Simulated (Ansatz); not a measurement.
Bi$_{2}$Se$_{3}$: a film clamped to a substrate

Computed with DFT PBEsol, scalar-relativistic, plane waves, PAW in Ansatz. Cutoff 420 eV, Γ-centred 12×12×12 k-points, Gaussian smearing of 0.03 eV. Spin–orbit coupling is left out, which can shift energies with elements as heavy as these. No spin polarisation. Energies are free energies at this smearing, counted from the undisturbed cell; pressure is positive in compression.

Reference structure (relaxed at this level):

```
CELL_PARAMETERS angstrom
2.06517 1.19233 9.53991
-2.06517 1.19233 9.53991
0.00000 -2.38465 9.53991
ATOMIC_POSITIONS crystal
Bi 0.40026 0.40026 0.40026
Bi 0.59974 0.59974 0.59974
Se 0.00000 0.00000 0.00000
Se 0.21164 0.21164 0.21164
Se 0.78836 0.78836 0.78836
```

The cell (5 atoms, V0 = 140.94 Å³) is strained by p along both x and y and by q along z, fractional coordinates fixed. τp = (1/V0) ∂E/∂p = (σxx + σyy)(1 + p)(1 + q) and τq = (1/V0) ∂E/∂q = σzz(1 + p)², with tension positive.

```
     p q  ΔE (meV/atom)  τp (GPa)  τq (GPa)
 0.000   0.000           0.00      0.03      0.03
-0.050   0.000          70.48    -17.03     -6.05
 0.050   0.000          56.09     12.00      4.20
 0.000  -0.050          20.49     -5.67     -4.79
 0.000   0.050          19.12      4.47      4.22
```

Get the second derivatives of the energy density.

Central differences give A = ∂τp/∂p = 290 GPa (C11 + C22 + 2 C12), C = ∂τq/∂q = 90 GPa (C33) and the cross term B = ∂τq/∂p = 103 GPa (C13 + C23); ∂τp/∂q = 101 GPa must equal B, and any difference shows higher-order terms. Steps this large leave an error of some per cent of A or C in all of these, which can swamp a small B. The ions are clamped.

A film of this crystal grows with z along the normal on a substrate that imposes p. How does its thickness respond, and what does the misfit cost?

Count p and q from the stress-free cell. A free surface needs τq = 0, so q = −(B/C) p = -1.14 p. The energy density left is (A − B²/C) p²/2 = M p², with the biaxial modulus M = 87 GPa; a misfit of 1 % costs 1.53 meV/atom, against 2.55 meV/atom if the thickness were held.

Forces appear on the atoms along this scan, and letting them relax would lower the energy and soften the response.